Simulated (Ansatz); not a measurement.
Hg:
```cif
data_Hg8
_chemical_formula_sum 'Hg8'
_space_group_name_H-M_alt 'Fd-3m :1'
_space_group_IT_number 227
_space_group_name_Hall 'F 4d 2 3 -1d'
_cell_length_a 6.60745
_cell_length_b 6.60745
_cell_length_c 6.60745
_cell_angle_alpha 90.000
_cell_angle_beta 90.000
_cell_angle_gamma 90.000
loop_
_atom_site_label
_atom_site_type_symbol
_atom_site_symmetry_multiplicity
_atom_site_Wyckoff_symbol
_atom_site_fract_x
_atom_site_fract_y
_atom_site_fract_z
_atom_site_occupancy
Hg1 Hg 8 b 0.50000 0.50000 0.50000 1
```
(The calculation used a cell of 2 atoms; values per cell refer to that cell.)

Relaxed with PBEsol.

### Question
Decompose the optical modes at the zone centre into irreducible representations, and say which are infrared and Raman allowed.

### Answer
Point group m-3m: Γ_opt = T2g. Infrared: none. Raman: T2g.

### Question
Assign frequencies (DFPT, PBEsol (plane waves, PAW; program Ansatz)).

### Answer
T2g 83 cm⁻¹.

The start of the workflow was typed in or built on a structure type; neither database checked (COD, Materials Project) lists it. It is not the usual solid phase (space group No. 166). The cell was relaxed with PBEsol under the symmetry of its start. At this level the phase is mechanically unstable. The substance is a gas or liquid at ambient conditions. The volume moved by -28 % from the start of the relaxation. As this level gives no gap, phonon frequencies hold no LO–TO term and depend on the k-mesh and smearing (Fermi–Dirac, 0.1 eV here). Scalar-relativistic: spin–orbit coupling is off unless named, which matters more the heavier the elements.

Potentials: the later of the program's two PAW sets.
